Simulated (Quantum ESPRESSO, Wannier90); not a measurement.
# Wannier functions of SnO$_{2}$ (rutile)

Structure: Materials Project mp-856, symmetrised, not relaxed again. COD (Crystallography Open Database) has an entry of this formula and space group (matched by these alone). Computed values, not measurements, from PBEsol: Quantum ESPRESSO (norm-conserving PseudoDojo potentials, cutoff 68 Ry, no spin polarisation, no spin-orbit coupling) on a Γ-centred 6×6×10 mesh, then Wannier90. Density: 6×6×10 mesh, cold smearing 0.01 Ry. Spin-orbit coupling is left out although heavy elements are present.

On the energy scale of pw.x, whose zero is arbitrary, the valence-band maximum lies at 9.39 eV.

Input w.win:

```
num_bands = 4
num_wann = 4
exclude_bands = 1-10,15-47
num_iter = 800
conv_tol = 1.0e-7
conv_window = 4
write_hr = true
write_u_matrices = true
auto_projections = true
begin unit_cell_cart
ang
    4.7648200000    0.0000000000    0.0000000000
    0.0000000000    4.7648200000    0.0000000000
    0.0000000000    0.0000000000    3.2075000000
end unit_cell_cart
begin atoms_frac
Sn   0.5000000000  0.5000000000  0.5000000000
Sn   0.0000000000  0.0000000000  0.0000000000
O    0.1940300000 -0.1940300000  0.5000000000
O   -0.1940300000  0.1940300000  0.5000000000
O   -0.3059700000 -0.3059700000  0.0000000000
O    0.3059700000  0.3059700000  0.0000000000
end atoms_frac
mp_grid = 6 6 10
begin kpoints
0.0000000000 0.0000000000 0.0000000000
0.0000000000 0.0000000000 0.1000000000
0.0000000000 0.0000000000 0.2000000000
... (357 more lines: the 6x6x10 mesh through Gamma)
end kpoints
```

Input of pw2wannier90.x that gives the overlap and projection files (equivalent; here they were cut from one run over all bands):

```
&inputpp
  outdir = './out'
  prefix = 'pwscf'
  seedname = 'w'
  write_amn = .true.
  write_mmn = .true.
  atom_proj = .true.
  atom_proj_exclude = 1 2 3 4 5 6 7 8 9 10 11 12 13 14 15 16 17 18 20 21 22 24 25 26 28 29 30 32 33 34
/
```

Output w.wout (banner and timings cut):

```
                                    ------
                                    SYSTEM
                                    ------

                              Lattice Vectors (Ang)
                    a_1     4.764820   0.000000   0.000000
                    a_2     0.000000   4.764820   0.000000
                    a_3     0.000000   0.000000   3.207500

                   Unit Cell Volume:      72.82151  (Ang^3)

                        Reciprocal-Space Vectors (Ang^-1)
                    b_1     1.318662   0.000000   0.000000
                    b_2     0.000000   1.318662   0.000000
                    b_3     0.000000   0.000000   1.958904

 *----------------------------------------------------------------------------*
 |   Site       Fractional Coordinate          Cartesian Coordinate (Ang)     |
 +----------------------------------------------------------------------------+
 | sn   1   0.50000   0.50000   0.50000   |    2.38241   2.38241   1.60375    |
 | sn   2   0.00000   0.00000   0.00000   |    0.00000   0.00000   0.00000    |
 | o    1   0.19403  -0.19403   0.50000   |    0.92452  -0.92452   1.60375    |
 | o    2  -0.19403   0.19403   0.50000   |   -0.92452   0.92452   1.60375    |
 | o    3  -0.30597  -0.30597   0.00000   |   -1.45789  -1.45789   0.00000    |
 | o    4   0.30597   0.30597   0.00000   |    1.45789   1.45789   0.00000    |
 *----------------------------------------------------------------------------*
                                ------------
                                K-POINT GRID
                                ------------

             Grid size =  6 x  6 x 10      Total points =  360

 *---------------------------------- MAIN ------------------------------------*
 |  Number of Wannier Functions               :                 4             |
 |  Number of Objective Wannier Functions     :                 4             |
 |  Number of input Bloch states              :                 4             |
 |  Output verbosity (1=low, 5=high)          :                 1             |
 |  Timing Level (1=low, 5=high)              :                 1             |
 |  Optimisation (0=memory, 3=speed)          :                 3             |
 |  Length Unit                               :               Ang             |
 |  Post-processing setup (write *.nnkp)      :                 F             |
 |  Using Gamma-only branch of algorithms     :                 F             |
 *----------------------------------------------------------------------------*
 *------------------------------- WANNIERISE ---------------------------------*
 |  Total number of iterations                :               800             |
 |  Number of CG steps before reset           :                 5             |
 |  Trial step length for line search         :             2.000             |
 |  Convergence tolerence                     :         0.100E-06             |
 |  Convergence window                        :                 4             |
 |  Iterations between writing output         :                 1             |
 |  Iterations between backing up to disk     :               100             |
 |  Write r^2_nm to file                      :                 F             |
 |  Write xyz WF centres to file              :                 F             |
 |  Write on-site energies <0n|H|0n> to file  :                 F             |
 |  Use guiding centre to control phases      :                 F             |
 |  Use phases for initial projections        :                 F             |
 *----------------------------------------------------------------------------*
 *-------------------------------- PLOTTING ----------------------------------*
 |  Plotting Hamiltonian in WF basis          :                 T             |
 *----------------------------------------------------------------------------*

 *---------------------------------- K-MESH ----------------------------------*
 +----------------------------------------------------------------------------+
 |                    Distance to Nearest-Neighbour Shells                    |
 |                    ------------------------------------                    |
 |          Shell             Distance (Ang^-1)          Multiplicity         |
 |          -----             -----------------          ------------         |
 |             1                   0.195890                      2            |
 |             2                   0.219777                      4            |
 |             3                   0.294406                      8            |
 |             4                   0.310812                      4            |
 |             5                   0.367392                      8            |
 |             6                   0.391781                      2            |
 |             7                   0.439554                      4            |
 |             8                   0.449215                      8            |
       ... (lines left out)
 +----------------------------------------------------------------------------+
 | The b-vectors are chosen automatically                                     |
 | The following shells are used:                       1,  2                 |
 +----------------------------------------------------------------------------+
 |                        Shell   # Nearest-Neighbours                        |
 |                        -----   --------------------                        |
 |                          1               2                                 |
 |                          2               4                                 |
 +----------------------------------------------------------------------------+
 | Completeness relation is fully satisfied [Eq. (B1), PRB 56, 12847 (1997)]  |
 +----------------------------------------------------------------------------+
 |                  b_k Vectors (Ang^-1) and Weights (Ang^2)                  |
 |                  ----------------------------------------                  |
 |            No.         b_k(x)      b_k(y)      b_k(z)        w_b           |
 |            ---        --------------------------------     --------        |
 |             1         0.000000    0.000000    0.195890    13.029975        |
 |             2         0.000000    0.000000   -0.195890    13.029975        |
 |             3         0.000000    0.219777    0.000000    10.351559        |
 |             4         0.219777    0.000000    0.000000    10.351559        |
 |             5         0.000000   -0.219777    0.000000    10.351559        |
 |             6        -0.219777    0.000000    0.000000    10.351559        |
 +----------------------------------------------------------------------------+
 |                           b_k Directions (Ang^-1)                          |
 |                           -----------------------                          |
 |            No.           x           y           z                         |
 |            ---        --------------------------------                     |
 |             1         0.000000    0.000000    0.195890                     |
 |             2         0.000000    0.219777    0.000000                     |
 |             3         0.219777    0.000000    0.000000                     |
 +----------------------------------------------------------------------------+

 Starting a new Wannier90 calculation ...

 Reading overlaps from w.mmn

 Reading projections from w.amn

 *------------------------------- WANNIERISE ---------------------------------*
 +--------------------------------------------------------------------+<-- CONV
 | Iter  Delta Spread     RMS Gradient      Spread (Ang^2)            |<-- CONV
 +--------------------------------------------------------------------+<-- CONV

 ------------------------------------------------------------------------------
 Initial State
  WF centre and spread    1  (  0.887461, -0.887461,  1.603750 )     1.35153346
  WF centre and spread    2  ( -0.887461,  0.887461,  1.603750 )     1.35153346
  WF centre and spread    3  ( -1.494949, -1.494949, -0.000000 )     1.35153346
  WF centre and spread    4  (  1.494949,  1.494949,  0.000000 )     1.35153346
  Sum of centres and spreads (  0.000000, -0.000000,  3.207500 )     5.40613383

      0     0.541E+01     0.0000000000        5.4061338249  <-- CONV
        O_D=      0.0007555 O_OD=      0.0254660 O_TOT=      5.4061338 <-- SPRD
 ------------------------------------------------------------------------------
      1    -0.197E-03     0.0098672269        5.4059370472  <-- CONV
        O_D=      0.0007021 O_OD=      0.0253227 O_TOT=      5.4059370 <-- SPRD
      2    -0.439E-04     0.0054511808        5.4058931042  <-- CONV
        O_D=      0.0006891 O_OD=      0.0252918 O_TOT=      5.4058931 <-- SPRD
      3    -0.904E-05     0.0030372252        5.4058840609  <-- CONV
        O_D=      0.0006854 O_OD=      0.0252864 O_TOT=      5.4058841 <-- SPRD
      4    -0.217E-05     0.0014998145        5.4058818883  <-- CONV
        O_D=      0.0006846 O_OD=      0.0252851 O_TOT=      5.4058819 <-- SPRD
      5    -0.107E-05     0.0009929403        5.4058808204  <-- CONV
        O_D=      0.0006842 O_OD=      0.0252844 O_TOT=      5.4058808 <-- SPRD
       ... (lines left out)
     12    -0.259E-07     0.0001779343        5.4058794555  <-- CONV
        O_D=      0.0006843 O_OD=      0.0252829 O_TOT=      5.4058795 <-- SPRD
     13    -0.724E-08     0.0000966675        5.4058794482  <-- CONV
        O_D=      0.0006843 O_OD=      0.0252829 O_TOT=      5.4058794 <-- SPRD
     14    -0.403E-08     0.0000643981        5.4058794442  <-- CONV
        O_D=      0.0006843 O_OD=      0.0252829 O_TOT=      5.4058794 <-- SPRD
             <<<     Delta < 1.000E-07  over  4 iterations     >>>
             <<< Wannierisation convergence criteria satisfied >>>
 Final State
  WF centre and spread    1  (  0.887477, -0.887477,  1.603750 )     1.35146986
  WF centre and spread    2  ( -0.887477,  0.887477,  1.603750 )     1.35146986
  WF centre and spread    3  ( -1.494933, -1.494933, -0.000000 )     1.35146986
  WF centre and spread    4  (  1.494933,  1.494933,  0.000000 )     1.35146986
  Sum of centres and spreads (  0.000000, -0.000000,  3.207500 )     5.40587945

         Spreads (Ang^2)       Omega I      =     5.379912240
        ================       Omega D      =     0.000684313
                               Omega OD     =     0.025282891
    Final Spread (Ang^2)       Omega Total  =     5.405879444
```
